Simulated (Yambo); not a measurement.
Data:

```
Ba2LuNbO6
1.0
    0.00000     4.20116     4.20116
    4.20116     0.00000     4.20116
    4.20116     4.20116     0.00000
O Nb Ba Lu
6 1 2 1
Direct
  0.75976   0.24024   0.75976
  0.24024   0.75976   0.24024
  0.75976   0.24024   0.24024
  0.24024   0.75976   0.75976
  0.75976   0.75976   0.24024
  0.24024   0.24024   0.75976
  0.00000   0.00000   0.00000
  0.75000   0.75000   0.75000
  0.25000   0.25000   0.25000
  0.50000   0.50000   0.50000
```

Workflow: PBEsol (pw.x of Quantum ESPRESSO, ONCV potentials, no spin-orbit coupling), then G0W0 in Yambo (2×2×2 Γ-centred k mesh, bands 3 to 232 and a 7 Ry block in the screening, 232 bands in G with the Bruneval-Gonze terminator, plasmon pole fitted at 27.2 eV).

Give the PBEsol and G0W0 gaps between the band edges found on this mesh, and say where the edges lie.

Edges: Γ → Γ. PBEsol: 2.83 eV; G0W0: 3.57 eV. Nearest settings tried, and what they do to the gap: 3 Ry block (113 vectors against 339): -64 meV. Not varied: bands in G, bands in W, mesh. So the settings aren't converged at that level. The k mesh is coarse. Spin-orbit splittings are left out. The 4f states are in the valence at their DFT position.

Geometry of the Materials Project entry, not relaxed at this level.

The structure is a Materials Project entry; no match was found in the copy of COD used, and its stability was not checked.
